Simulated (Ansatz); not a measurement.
GaCuSe₂ (chalcopyrite)

```
GaCuSe2
1.0
   -2.83594     2.83594     5.63126
    2.83594    -2.83594     5.63126
    2.83594     2.83594    -5.63126
Cu Ga Se
2 2 4
Cartesian
  0.00000   2.83594   2.81563
  0.00000   0.00000   0.00000
  2.83594   0.00000   2.81563
  0.00000   0.00000   5.63126
  1.41797   1.38281  -1.40782
  1.41797   1.45313   4.22345
  1.45313  -1.41797   7.03908
  1.38281   4.25392   1.40782
```

The slice is a (001) plane (indices of the conventional cell) through the point (0.750, 0.250, 0.500) (fractional), spanned by u = [101] and v = [011] in vectors of this cell: u (5.67 Å) and v (5.67 Å, at 90° to u). It covers one period; positions are fractions (u, v).

Computed with PBE (plane waves to 420 eV, PAW, scalar-relativistic; Ansatz, an electronic-structure program). k mesh 8×8×8. These are valence fields of a PAW run, semicore shells included where kept as valence: close to a nucleus they are smooth pseudo fields. At this level the bands of GaCuSe2 touch or barely overlap; measurements give the solid a gap. GaCuSe2 is run without spin polarisation. GaCuSe2 was relaxed with its symmetry unable to fall.

Task: Sketch the electrostatic potential energy of an electron, from the cell's mean on this plane as a map.

Result: 
```
|xxxxx:*%@@@@@@@@@@@@@%*:xxxx|
|xxxxx-*%@@@@@@@@@@@@%%*-xxxx|
|xxxx.+#%%@@@@@@@@@@%%%#+.xxx|
|xxx.=*#%%%@@@@@@@%%%%##*=.xx|
|.:-+*###%%%%%%%%%%%#####*+-:|
|***########%%#############**|
|%%%%########*********###%%%%|
|@@%%%##****+=---=++**##%%%@@|
|@@@%%##**+=:     :=+*##%%@@@|
|@@@@%%#*+=. xxxxx .=*##%@@@@|
|@@@@%%#*+: xxxxxxx :+#%%@@@@|
|@@@@@%#*= xxxxxxxxx =*%%@@@@|
|@@@@@%#*- xxxxxxxxx -*#%@@@@|
|@@@@@%#*- xxxxxxxxx -*#%@@@@|
|@@@@@%#*- xxxxxxxxx -*#%@@@@|
|@@@@@%%*= xxxxxxxxx =*#%@@@@|
|@@@@@%%#+: xxxxxxx :+*#%%@@@|
|@@@@@%##*=. xxxxx .=+*#%%@@@|
|@@@@%%##*+=:     :=+**##%%@@|
|@@@%%%##**++=---=+****##%%%@|
|%%%%%###*********########%%%|
|***#############%%########**|
|.:-+*#####%%%%%%%%%%%###*+-:|
|xxx.=*##%%%%@@@@@@@%%%#*=.xx|
|xxxx.+#%%%@@@@@@@@@@%%#+.xxx|
|xxxxx-*%%@@@@@@@@@@@@%*-xxxx|
|xxxxx:*%@@@@@@@@@@@@@%*:xxxx|
|xxxxx.*%@@@@@@@@@@@@@%*.xxxx|
```
Scale: ten equal steps from -2.00 (start of ' ') to 6.53 (end of '@'), in the order ' .:-=+*#%@'. Values: electrostatic potential energy of an electron, from the cell's mean, in eV. The map has 28 points along u (one character each, u = 0 at the left) and 28 along v (v = 0 in the bottom row). Points within 1 Å of a nucleus are blanked (x), as the pseudised field means little there. Values under -2 eV are set to -2. The zero, the cell's mean, hangs on the PAW cores.
